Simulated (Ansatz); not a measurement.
A geometry of Nb away from equilibrium: step 19 of the relaxation of a generated cell, Nb built in the AFLOW prototype A_hR12_166_2h (as in B). These are r2SCAN (plane waves to 500 eV, PAW, scalar-relativistic; Ansatz, a first-principles code) values and carry that method's errors. Γ-centred k-mesh 5×5×5 on the run's cell (coarser than for final values), Fermi–Dirac smearing 0.05 eV.

```xyz
12
Lattice="2.9636 1.7110 8.3582 -2.9636 1.7110 8.3582 0.0000 -3.4220 8.3582" Properties=species:S:1:pos:R:3:forces:R:3 pbc="T T T" free_energy=-54750.123 pressure_GPa=3.2
Nb    -1.4361     0.8291     5.4385   -0.0113    0.0065   -0.1339
Nb     0.0000    -1.6582     5.4385    0.0000   -0.0130   -0.1339
Nb     1.4361     0.8291     5.4385    0.0113    0.0065   -0.1339
Nb     1.4361    -0.8291    19.6362    0.0113   -0.0065    0.1339
Nb     0.0000     1.6582    19.6362    0.0000    0.0130    0.1339
Nb    -1.4361    -0.8291    19.6362   -0.0113   -0.0065    0.1339
Nb    -1.4090     0.8135     9.3354   -0.0093    0.0054    0.0187
Nb     0.0000    -1.6270     9.3354    0.0000   -0.0108    0.0187
Nb     1.4090     0.8135     9.3354    0.0093    0.0054    0.0187
Nb     1.4090    -0.8135    15.7393    0.0093   -0.0054   -0.0187
Nb     0.0000     1.6270    15.7393    0.0000    0.0108   -0.0187
Nb    -1.4090    -0.8135    15.7393   -0.0093   -0.0054   -0.0187
```

Positions in Å, forces in eV/Å, free energy of the cell in eV (comparable only within this code, potentials and settings). Largest force: 0.13 eV/Å, on Nb1, Nb2, Nb3, Nb4, Nb5, Nb6 (atoms numbered as listed); the geometry lies 0.09 eV/atom above the end of its relaxation.

No spin polarisation in the result.

The run could not lose the symmetry of its start, so the end can be a saddle point.

The end of the path is a generated cell of Nb: the first start was made by placing the elements on the sites of a structure type, and the end was not matched to a known phase here, so it may be hypothetical. Known forms of Nb include space group No. 229.
